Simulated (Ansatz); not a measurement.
# CoC4N6 — coordination and 14N quadrupole coupling

Cell: an entry of the Crystallography Open Database (COD), its atoms then relaxed with PBE in this cell.

Space group Pnnm (No. 58); a = 5.9748, b = 7.0433, c = 7.4039 Å.

```csv
site,Wyckoff,site symmetry,x,y,z
Co,2a,..2/m,0.0000,0.0000,0.0000
C,8h,1,0.2480,0.8401,0.6534
N11,8h,1,0.1972,0.8956,0.7967
N19,4g,..m,0.1854,0.2665,0.0000
```

One atom of each set is listed.

All values are calculated (Ansatz; DFT, PBE, plane waves and PAW, scalar-relativistic, collinear spin, 420 eV cutoff, Γ-centred 5×4×4 k-points, Fermi–Dirac smearing 0.02 eV), not measured. Start moments as typed (μB): 3 on each Co, none on the rest.

Q(14N) = 20.44 mb.

Question: Order the N environments from the weakest to the strongest quadrupole coupling.
A. N11: 1 C at 1.17 Å, 1 Co at 2.05 Å, angle 159°
B. N19: 2 C at 1.31 Å, 1 Co at 2.18 Å

Answer: A (1.39 MHz, η = 0.97), B (3.74 MHz, η = 0.71).

Like point charges on the first shell alone (each adding as 1/d³) would put N11 above N19: the covalent part of each bond and the atoms beyond the first shell count as well.

With a gap of 0.2 eV on this mesh, the gradients can still move by some per cent as the k-mesh gets denser. All moments are parallel here, as the start or the cell imposes; many such compounds order antiparallel, where fields and spin densities carried over to other atoms largely cancel. The magnetic order is the one that the run reached from its start moments, not necessarily the measured one.
